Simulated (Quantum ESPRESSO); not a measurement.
Space group P6₃/mmc (No. 194); a = 3.7993 Å, b = 3.7993 Å, c = 6.2738 Å, α = 90.00°, β = 90.00°, γ = 120.00°

```tsv
atom	site	symmetry	x	y	z
Si	4f	3m.	0.3333	0.6667	0.0629
```

Cell and atoms were relaxed with LDA from Materials Project entry mp-165, within its symmetry.

What does LDA (Quantum ESPRESSO, PseudoDojo norm-conserving, 32 Ry, scalar-relativistic) give for the electronic structure near the Fermi level?

The LDA gap is indirect, 0.27 eV, from Γ to M; the smallest direct gap is 0.99 eV. 

This is not the ordinary phase of the substance; no match was found in the copy of COD used, and its stability was not checked.
